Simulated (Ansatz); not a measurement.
This run works on a proposed trial structure, not on a known crystal.

Input and command of a plane-wave DFT calculation in Ansatz:

```yaml
crystal:
  lattice:
    - [-4.4862062421, 4.4862062421, 2.3911747021]
    - [4.4862062421, -4.4862062421, 2.3911747021]
    - [4.4862062421, 4.4862062421, -2.3911747021]
  atoms:
    - { symbol: La, position: [0.4050998427, 0.2210270695, 0.6261269122] }
    - { symbol: La, position: [0.5949001573, 0.7789729305, 0.3738730878] }
    - { symbol: La, position: [0.7789729305, 0.4050998427, 0.1840727732] }
    - { symbol: La, position: [0.2210270695, 0.5949001573, 0.8159272268] }
    - { symbol: "Y", position: [0.0, 0.0, 0.0] }
    - { symbol: O, position: [0.5, 0.5, 0.0] }
basis:
  ecutwfc: 420
kpoints:
  mp_grid: { grid: [8, 8, 8] }
hamiltonian:
  xc: pbe
scf:
  occupations: { method: gaussian, width: 0.1 }
output:
  forces: true
  stress: true
  eigenvalues: true
relax:
  adjacent_minimum: "off"
  f_tol: 0.01
  max_steps: 30
  cell: { stress_tol: 0.1, fix: [volume] }
```

```bash
ansatz run input.yaml --threads 1 --pin off --max-ram 2560MiB --backend cpu --events-out ev --progress --plain --runs-dir out
```

Processor: AMD EPYC 9R45 96-Core Processor (Zen 5), 1 thread, on a host shared with other jobs.

Question: Estimate time, memory and problem size.

Answer: About 86 s, peak memory 0.83 GiB. It solves 37 bands at 78 k points (after reduction by symmetry) with about 3723 plane waves, in 40 SCF iterations over 6 ionic steps.
